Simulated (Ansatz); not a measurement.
Level of theory: Ansatz 0.2.0, DFT PBE, scalar-relativistic, plane waves, PAW. Settings: cutoff 420 eV, Γ-centred meshes spaced at most about 0.3 Å⁻¹, and about 0.25 Å⁻¹ or finer for metals (2π included), Gaussian smearing. No spin polarisation in the final relaxations.

Temperature and zero-point effects are left out.

Two forms of AlIn₂Sb₂As were relaxed alike.

A.

```
Al In Sb As
1.0
    -2.06500    2.06500   11.06637
     2.06500   -2.06500   11.06637
     2.06500    2.06500  -11.06637
Al In Sb As
1 2 2 1
Direct
  0.50000 0.50000 0.00000
  0.13001 0.13001 0.00000
  0.86999 0.86999 0.00000
  0.75000 0.25000 0.50000
  0.25000 0.75000 0.50000
  0.00000 0.00000 0.00000
```

B.

```
Al In Sb As
1.0
     5.42453    0.00000    0.00000
    -2.71226    4.69778    0.00000
     0.00000    0.00000    5.92699
Al In Sb As
1 2 2 1
Direct
  0.00000 0.00000 0.00000
  0.33333 0.66667 0.50000
  0.66667 0.33333 0.50000
  0.33333 0.66667 0.00000
  0.66667 0.33333 0.00000
  0.00000 0.00000 0.50000
```

Question: Which form is favoured at zero pressure, and by what margin per atom?

Answer: B is lower, by 196 meV/atom. A has space group I4/mmm (No. 139), 31.5 Å³/atom and no gap on its mesh; B has space group P6/mmm (No. 191), 25.2 Å³/atom and no gap. Counting As or Sb atoms around Al and In (for each partner element, those within 1.25 times its shortest distance or 1.15 times the sum of covalent radii, where it is the nearest in units of that sum or under 1.3; a plus sign parts groups by distance over the sum of covalent radii; the shortest distance is added where it exceeds 1.18 times the sum of covalent radii), A has Al 4 from 2.9 Å, In 5 and B has Al 8 from 3.0 Å, In 2+3. A holds Sb–Sb nets (shortest 2.92 Å); in B the shortest Sb–Sb distance is 3.13 Å, near bonding range too. The denser one is the lower, and pressure would at first widen the difference. Even the lower one lies +0.10 eV/atom against the reference forms of the elements (uncorrected), so neither is stable at this level. Both come from invented guesses.

Spin–orbit coupling, which can matter for Sb, is left out. Cells relaxed within their symmetry can be saddle points.
